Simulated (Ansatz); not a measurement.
CdTe (zinc blende, F-43m), a = b = c = 6.558 Å, α = β = γ = 90.00°; the cell used has 2 atoms.

Relaxed with r²SCAN. 

Question: HSE06 on this cell (Ansatz, a program for electronic structure, PAW) gives a gap of 1.51 eV. What does r²SCAN give?

Answer: 1.16 eV.

Cost on shared cores: the r²SCAN run (SCF on a 7×7×7 mesh, then bands and DOS) around 29 core-seconds (rough), the HSE06 run (SCF on 6×6×6, then a few points) very roughly 2.0 core-minutes; the tasks are unlike.

The cell was relaxed with r²SCAN under the symmetry of its start. Spin–orbit coupling is left out wherever it is not named.

Potentials: the later of the program's two PAW sets.

Ansatz is a plane-wave DFT program.
